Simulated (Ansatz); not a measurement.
A plane-wave DFT run in Ansatz 0.2.0 (scalar-relativistic PAW potentials unless the input names others): input and command.

```yaml
crystal:
  lattice:
    - [2.7530814355, 0.0, 0.0]
    - [-1.3765407178, 2.3842384618, 0.0]
    - [1.3765407178, 0.7947461539, 2.2478815791]
  atoms:
    - { symbol: Re, position: [0.0, 0.0, 0.0] }
kpoints:
  mp_grid: { grid: [15, 15, 15] }
hamiltonian:
  xc: r2scan
  pseudopotentials: { kind: nc, accuracy: standard }
scf:
  occupations: { method: gaussian, width: 0.1 }
  lower_state_search: light
output:
  forces: true
  eigenvalues: true
  stress: true
```

```bash
ansatz run input.yaml --threads 2 --pin off --max-ram 6144MiB --backend cpu --events-out ev --progress --plain --runs-dir out
```

Abridged log:
```
Warning: hamiltonian.xc reads the kinetic-energy density τ on the library's norm-conserving files, and those of Re were made for PBE. This build holds files of Re that were made for r²SCAN, which a deck under this functional can read where it names no table (hamiltonian.pseudopotentials.accuracy or source), types no xc_functional and has no exact exchange, max_exx_coeff or level of output.embedding that keeps them out. To compare such runs, type hamiltonian.pseudopotentials: {kind: paw, frozen_core: stored} on both or, where PAW refuses one, {kind: nc, accuracy: standard}
Pseudopotentials: kind: nc
Pseudopotential: Re, nc, valence charge 15, recommended cutoff 979.609905 eV (normal), Re.nc.azcp (PseudoDojo's, or run here from an input of PseudoDojo's; its table is named by hamiltonian.pseudopotentials.accuracy)
Functional definition: r2SCAN
Crystal: 1 atom, lattice volume = 14.755 Å³
Basis set: ecut = 979.609905 eV, 965 PW (Γ), exchange–correlation on 120×120×120 points (64 copies of the dense FFT grid, shifted against one another)
Bands: 12, of which v1, the nominal top of the filled ones, is band 8 counted from 1 (7 counted from 0)
Symmetry: 48 space group operations
Space group: Fm-3m (ITA 225), of the structure as read, at distance tolerance 2.5e-5 Å
k-points: 120 of 3375
Initial density: superposition of atomic densities (chi_scale 0.1, normalization cell)
Initial wavefunctions: pseudopotential atomic-orbital guess
Functional: x = r2scan, c = r2scan; τ floored in thin density (d = 2e-4 eV/Å³)
SCF iter   1: F=—  HF=-2394.417961 eV  |F-HF|=—  |Δ(HF+E_count)|=         —  Δρ=5.27e-2  dr2=2.76e-1  dr2_τ=3.13e-2  ethr=1.84e-3  ⟨swp⟩=1.0  Hψ=12913  notcnv=0
SCF iter   2: F=—  HF=-2394.389562 eV  |F-HF|=—  |Δ(HF+E_count)|=   2.84e-2  Δρ=2.17e-2  dr2=2.89e-2  dr2_τ=2.10e-2  ethr=1.84e-3  ⟨swp⟩=2.3  Hψ=2439  notcnv=0
SCF iter   3: F=—  HF=-2394.395825 eV  |F-HF|=—  |Δ(HF+E_count)|=   6.26e-3  Δρ=5.65e-3  dr2=1.77e-3  dr2_τ=6.79e-4  ethr=1.93e-4  ⟨swp⟩=2.6  Hψ=2833  notcnv=0  defer=1
SCF iter   4: F=—  HF=-2394.396811 eV  |F-HF|=—  |Δ(HF+E_count)|=   9.86e-4  Δρ=5.08e-4  dr2=7.46e-6  dr2_τ=4.18e-6  ethr=1.18e-5  ⟨swp⟩=3.0  Hψ=2374  notcnv=0  defer=1
SCF iter   5: F=—  HF=-2394.396827 eV  |F-HF|=—  |Δ(HF+E_count)|=   1.61e-5  Δρ=3.84e-5  dr2=9.08e-8  dr2_τ=1.55e-7  ethr=6.67e-10  ⟨swp⟩=8.0  Hψ=11169  notcnv=0
SCF iter   6: F=-2394.396827 eV  HF=-2394.396827 eV  |F-HF|=5.17e-9  |Δ(HF+E_count)|=   1.10e-7  Δρ=7.69e-6  dr2=4.83e-9  dr2_τ=2.28e-9  ethr=6.05e-10  ⟨swp⟩=6.3  Hψ=7091  notcnv=0
SCF 1 converged in 6 iterations: F = -2394.396827 eV  dr2 = 4.83e-9
SCF converged after 6 iterations
Free energy (F): -2394.396827 eV
Harris-Foulkes:  -2394.396827 eV  (|F-HF|=5.17e-9)
Internal energy: -2394.392524 eV  (E = F + TS)
E sigma→0 (E₀):  -2394.394675 eV
Entropy (-TS):   -0.004303 eV (-4.303 meV/atom)
Fermi energy:    24.031889 eV
--- Forces (eV/Å), atoms counted from 1 ---
  atom   1  Re     0.00000000     0.00000000     0.00000000
--- Stress (GPa, compression-positive) ---
       -2.398759       0.000000       0.000000
        0.000000      -2.398759       0.000000
        0.000000       0.000000      -2.398759
  P = ⅓ Tr σ = -2.3988 GPa (-23.988 kbar)
```

Apart from outputs and empty bands, the input differs from a reference run on usual settings in scf.lower_state_search: not typed → "light"; hamiltonian.pseudopotentials: not typed → {"kind": "nc", "accuracy": "standard"}; basis.ecutwfc: 500 → not typed. The reference, at the same geometry, gave pressure -0.09 GPa, largest force 0.000 eV/Å, no gap on the mesh. This run converged in 6 SCF iterations (reference: 6) with a total energy on another zero, pressure -2.40 GPa, largest force 0.000 eV/Å, no gap on the mesh.

The run took 1.5 s on 2 threads of AMD EPYC 9R45 96-Core Processor (Zen 5), with other jobs on the host, peak memory 0.43 GiB.